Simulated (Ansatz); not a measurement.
C (diamond)

```yaml
crystal:
  lattice:
    - [0.00000, 1.78014, 1.78014]
    - [1.78014, 0.00000, 1.78014]
    - [1.78014, 1.78014, 0.00000]
  atoms:
    - { symbol: C, position: [0.50000, 0.50000, 0.50000] }
    - { symbol: C, position: [0.75000, 0.75000, 0.75000] }
```

Two coordinates are scanned: the volume, and the ratio of the stretch along z (the conventional c axis) to the stretch across it. Atoms keep their fractional coordinates.

These are r2SCAN (plane waves to 500 eV, PAW, scalar-relativistic; Ansatz, an electronic-structure program) values and carry that method's errors. k mesh 16×16×16 (Γ-centred), Fermi-Dirac smearing 0.05 eV. Compression counts positive. C was relaxed with its symmetry unable to fall.

At one point of the scan the stress tensor (GPa) is:

```
  -50.8      0.0      0.0
    0.0    -50.8      0.0
    0.0      0.0     54.1
```

Which point is it?
(A) V/V₀ = 1.000, (c/a)/(c/a)₀ = 0.880
(B) V/V₀ = 1.040, (c/a)/(c/a)₀ = 0.880
(C) V/V₀ = 1.040, (c/a)/(c/a)₀ = 0.940
(D) V/V₀ = 0.960, (c/a)/(c/a)₀ = 0.940

B, V/V₀ = 1.040, (c/a)/(c/a)₀ = 0.880

(A scan under strain: stresses follow from slopes of the energy per volume, elastic moduli from its curvatures.)
